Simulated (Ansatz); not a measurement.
Relaxed-ion elastic tensor of TaAg (L1₀ or tetragonal B2, space group No. 123) in GPa (Voigt order), PBEsol (plane waves, PAW; program Ansatz); density 14.20 g/cm³, 16.88 Å³ per atom.

```
 272   102   158   0.0   0.0   0.0
 102   272   158   0.0   0.0   0.0
 158   158   223   0.0   0.0   0.0
 0.0   0.0   0.0   103   0.0   0.0
 0.0   0.0   0.0   0.0   103   0.0
 0.0   0.0   0.0   0.0   0.0  14.7
```

Is the crystal mechanically stable?

Yes: the smallest eigenvalue of C is 14.7 GPa.

Work out the Voigt, Reuss and Hill averages.

K_V = 178, K_R = 178, K_H = 178; G_V = 67.5, G_R = 38.0, G_H = 52.7 GPa.

Give Young's modulus, Poisson's ratio, Pugh's ratio and the universal anisotropy index.

E = 9KG/(3K + G) = 144 GPa; ν = 0.37; K/G = 3.38 (ductile by the Pugh limit of 1.75); A_U = 5G_V/G_R + K_V/K_R − 6 = 3.87.

Estimate the sound speeds and the Debye temperature.

v_l = √((K + 4G/3)/ρ) = 4180 m/s, v_t = √(G/ρ) = 1930 m/s, mean 2170 m/s; Θ = (h/k)(3n/4πV)^(1/3) v_m = 252 K.

How much does each axis shrink under pressure?

Linear compressibilities β_i = Σ_j S_ij (j = 1 to 3): x 2.0, y 2.0, z 1.7 per TPa.

Space group P4/mmm (L1₀ or tetragonal B2). The start of the workflow was typed in or built on a structure type; neither database checked (COD, Materials Project) lists it. Its standing as an ambient phase is unchecked. Symmetry was held in the PBEsol relaxation; whether a distortion lowers the energy is not shown. The run is not spin-polarised. Its formation energy is positive at this level, so the cell may be metastable or incomplete. As this level gives no gap, shear constants depend on the k-mesh and smearing (Fermi–Dirac, 0.1 eV here). On the denser mesh and wider smearing of the elastic run this cell carries a stress of 0.5 GPa. Scalar-relativistic: spin–orbit coupling is off unless named, which matters more the heavier the elements.

Potentials: the later of the program's two PAW sets.
